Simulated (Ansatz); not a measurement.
## PtS$_{2}$ at several levels of theory

One geometry, relaxed with PBE+D3(BJ), and single points on it; plane waves with PAW potentials in Ansatz, scalar-relativistic unless the row names spin-orbit coupling. No spin polarisation. Meshes are on the primitive cell of 3 atoms. Gaps are the least over mesh and band path; pressure is positive in compression. Smearing is Gaussian, 0.01 eV. Rows that don't name D3 lack it, which shows in their pressure.

```
Pt S
1.0
     3.58307    0.00000    0.00000
    -1.79153    3.10303    0.00000
     0.00000    0.00000    4.66399
Pt S
1 2
Direct
  0.00000 0.00000 0.00000
  0.33333 0.66667 0.25863
  0.66667 0.33333 0.74137
```

```json
{"level": "PBE+D3(BJ)", "cutoff (eV)": "420", "k mesh": "12×12×8", "gap (eV)": "0", "pressure (GPa)": "0.0", "rough cost with bands (core-min)": "0.8"}
```

Task: What do r2SCAN, PBE+D3(BJ) with spin-orbit coupling, LDA give on the same cell?

Result:
| level | cutoff (eV) | k mesh | gap (eV) | pressure (GPa) | rough cost with bands (core-min) |
| --- | --- | --- | --- | --- | --- |
| r2SCAN | 500 | 12×12×8 | 0.10 | 2.1 | 1.2 |
| PBE+D3(BJ) with spin-orbit coupling | 420 | 12×12×8 | 0.05 | 0.1 | 1.3 |
| LDA | 420 | 12×12×8 | 0 | -4.2 | 0.8 |

Spin-orbit coupling is left out except in a row that names it, which matters for the bands of heavy elements. The smearing is narrow for a metal on this mesh.